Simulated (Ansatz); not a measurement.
Relaxed-ion elastic tensor of Ca (hcp (Mg type), P6_3/mmc) in GPa (Voigt order), plane-wave PAW LDA (Ansatz code); density 1.74 g/cm³, 38.25 Å³ per atom.

```
33.0  16.6   7.9   0.0   0.0   0.0
16.6  33.0   7.9   0.0   0.0   0.0
 7.9   7.9  43.4   0.0   0.0   0.0
 0.0   0.0   0.0   7.6   0.0   0.0
 0.0   0.0   0.0   0.0   7.6   0.0
 0.0   0.0   0.0   0.0   0.0   8.2
```

### Question
Is the crystal mechanically stable?

### Answer
Yes: the smallest eigenvalue of C is 7.6 GPa.

### Question
Work out the Voigt, Reuss and Hill averages.

### Answer
K_V = 19.4, K_R = 19.4, K_H = 19.4; G_V = 9.8, G_R = 8.9, G_H = 9.3 GPa.

### Question
Give Young's modulus, Poisson's ratio, Pugh's ratio and the universal anisotropy index.

### Answer
E = 9KG/(3K + G) = 24.2 GPa; ν = 0.29; K/G = 2.07 (ductile by the Pugh limit of 1.75); A_U = 5G_V/G_R + K_V/K_R − 6 = 0.53.

### Question
Estimate the sound speeds and the Debye temperature.

### Answer
v_l = √((K + 4G/3)/ρ) = 4280 m/s, v_t = √(G/ρ) = 2320 m/s, mean 2590 m/s; Θ = (h/k)(3n/4πV)^(1/3) v_m = 229 K.

### Question
How much does each axis shrink under pressure?

### Answer
Linear compressibilities β_i = Σ_j S_ij (j = 1 to 3): x 17, y 17, z 17 per TPa.

The workflow started from an entry of the Crystallography Open Database (COD, 723 K), which files this formula under 3 space groups. It is not the phase usual at ambient conditions (space group No. 225). Symmetry was held in the LDA relaxation; whether a distortion lowers the energy is not shown. As this level gives no gap, shear constants depend on the k-mesh and smearing (Fermi–Dirac, 0.1 eV here).

Potentials: the later of the program's two PAW sets.
